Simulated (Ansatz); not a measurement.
TaAs (NbAs type, space group I4_1md)

```
TaAs
1.0
   -1.72095     1.72095     5.85613
    1.72095    -1.72095     5.85613
    1.72095     1.72095    -5.85613
Ta As
2 2
Cartesian
  0.00000   0.00000  11.70380
  0.00000   1.72095   2.91960
  0.00000   0.00000   4.88078
  1.72095   0.00000   1.95271
```

The volume is varied about the relaxed value V₀ at fixed cell shape. The atoms relax within the cell's symmetry.

The numbers are results of r2SCAN (plane waves to 500 eV, PAW, scalar-relativistic; Ansatz, a first-principles code), not measurements. k mesh 19×19×19 (Γ-centred), Fermi-Dirac smearing 0.05 eV. E stands for the smeared free energy. With the shape held, the modulus is that of even scaling; a crystal free to change shape is softer. At this level the bands of TaAs touch or barely overlap. Spin-orbit coupling is left out, though Ta is heavy. TaAs is run without spin polarisation. TaAs was relaxed with its symmetry unable to fall. The zero of ΔE is the relaxed starting cell. The last digit holds for this mesh only.

```tsv
V (Å³/atom)	ΔE (meV/atom)
16.303	41.1
16.511	25.7
16.720	14.2
16.928	6.2
17.136	1.5
17.344	0.0
17.552	1.4
17.760	5.7
17.968	12.5
18.176	21.7
18.385	33.2
```

Question: What is the fitted pressure derivative B₀′?

Answer: 4.3.

Question: What bulk modulus at fixed cell shape B₀ follows from a third-order Birch-Murnaghan fit?

Answer: 189 GPa.

(A scan under strain: stresses follow from slopes of the energy per volume, elastic moduli from its curvatures.)
